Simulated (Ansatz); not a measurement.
B: from a starting cell to a relaxed one

The start is a relaxed B cell displaced along its unstable phonon at q = (½, 0, 0) of its primitive reciprocal cell (416i cm⁻¹), largest move 0.15 Å. The structure is fully relaxed (lattice and positions, P = 0) with r2SCAN (plane waves to 500 eV, PAW, scalar-relativistic; Ansatz, a quantum-chemistry and plane-wave program). The first steps use a coarse 6×12×16 k-mesh.

Input geometry:
```
CELL_PARAMETERS angstrom
      6.00683     0.00000     0.00000
     -1.50171     2.60104     0.00000
      0.00000     0.00000     1.94805
ATOMIC_POSITIONS crystal
  B  0.16667 0.66667 0.07700
  B  0.66667 0.66667 0.92300
  B  0.33333 0.33333 0.92300
  B  0.83333 0.33333 0.07700
```

**Question.** By how much does the energy per atom fall from start to end?

**Answer.** 0.31 eV/atom.

**Question.** How does the volume change?

**Answer.** -12.1 %, from 7.61 to 6.69 Å³/atom.

**Question.** Is the parent structure recovered?

**Answer.** It does not go back: it reaches Immm (No. 71), 0.37 eV/atom below the parent.

**Question.** How do the shortest distances between atoms change?

**Answer.** The closest pairs of elements (up to four, under 3.6 Å), start → end: B–B 1.73 → 1.72 Å.

**Question.** What band gap does the relaxed structure have at this level?

**Answer.** Zero (metallic).

Final values are on a 24×24×24 k-mesh of the relaxed cell. No spin polarisation in the result.

The run could not lose the symmetry of its start, so the end can be a saddle point.

The relaxed structure here is a generated cell of B: the first start was made by placing the elements on the sites of a structure type, and the end was not matched to a known phase here, so it may be hypothetical.
